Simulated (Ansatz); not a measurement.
The calculation used Ansatz, DFT PBE, scalar-relativistic, plane waves, PAW. Settings: cutoff 420 eV, Γ-centred meshes spaced at most about 0.3 Å⁻¹, and about 0.25 Å⁻¹ or finer for metals (2π included), Gaussian smearing. Collinear spin in cells that started with moments and kept them past the coarse steps, no spin elsewhere.

All energies are static (0 K, no zero-point motion).

Two forms of NbCrCl were relaxed alike.

A. (no spin)

```cif
data_structure
_symmetry_space_group_name_H-M 'P4/nmm:1'
_symmetry_Int_Tables_number 129
_cell_length_a 3.2435
_cell_length_b 3.2435
_cell_length_c 11.0736
_cell_angle_alpha 90.000
_cell_angle_beta 90.000
_cell_angle_gamma 90.000
_cell_volume 116.50
loop_
_atom_site_label
_atom_site_type_symbol
_atom_site_symmetry_multiplicity
_atom_site_Wyckoff_symbol
_atom_site_fract_x
_atom_site_fract_y
_atom_site_fract_z
_atom_site_occupancy
Nb1 Nb 2 c 0.50000 0.00000 0.19352 1
Cr1 Cr 2 a 0.50000 0.50000 0.00000 1
Cl1 Cl 2 c 0.00000 0.50000 0.31999 1
```

B. (site moments Nb -0.5; Cr 2.9 μB)

```cif
data_structure
_symmetry_space_group_name_H-M 'P4/mmm'
_symmetry_Int_Tables_number 123
_cell_length_a 3.6626
_cell_length_b 3.6626
_cell_length_c 4.8498
_cell_angle_alpha 90.000
_cell_angle_beta 90.000
_cell_angle_gamma 90.000
_cell_volume 65.06
loop_
_atom_site_label
_atom_site_type_symbol
_atom_site_symmetry_multiplicity
_atom_site_Wyckoff_symbol
_atom_site_fract_x
_atom_site_fract_y
_atom_site_fract_z
_atom_site_occupancy
Nb1 Nb 1 c 0.50000 0.50000 0.00000 1
Cr1 Cr 1 a 0.00000 0.00000 0.00000 1
Cl1 Cl 1 d 0.50000 0.50000 0.50000 1
```

Question: Which is lower in energy, and by how much?

Answer: A is lower, by 0.69 eV/atom. A has space group P4/nmm (No. 129), 19.4 Å³/atom and no gap on its mesh; B has space group P4/mmm (No. 123), 21.7 Å³/atom and no gap. Counting Cl atoms around Cr and Nb (those within 1.25 times the shortest such distance or 1.15 times the sum of covalent radii, 1.27 where that leaves under three; the shortest distance is added where it exceeds 1.18 times the sum of covalent radii), A has Nb 4, Cr 4 from 3.9 Å and B has Nb 2, Cr 8 from 3.5 Å. Their magnetic states differ too. In A, Nb is surrounded by 4 Cl at 2.69 Å, 4 Cr at 2.69 Å and 4 Nb at 3.24 Å; Cr has 4 Cr at 2.29 Å and 4 Nb at 2.69 Å; Cl is surrounded by 4 Nb at 2.69 Å. In B, Nb is surrounded by 2 Cl at 2.42 Å and 4 Cr at 2.59 Å; Cr is surrounded by 4 Nb at 2.59 Å; around Cl lie 2 Nb at 2.42 Å. Both come from invented guesses.

No dispersion correction is applied, so the spacing and binding between layers, chains or molecules are poorly described (P4/nmm), and this can change margins and order among such cells. No Hubbard U is applied to the 3d shell of Cr. The magnetic state reached may not be the lowest. Trial moments died out on the coarse mesh in P4/nmm; another magnetic start might hold. Cells relaxed within their symmetry can be saddle points. Some types were kept out of the candidates beforehand, so the set may lack a known form.
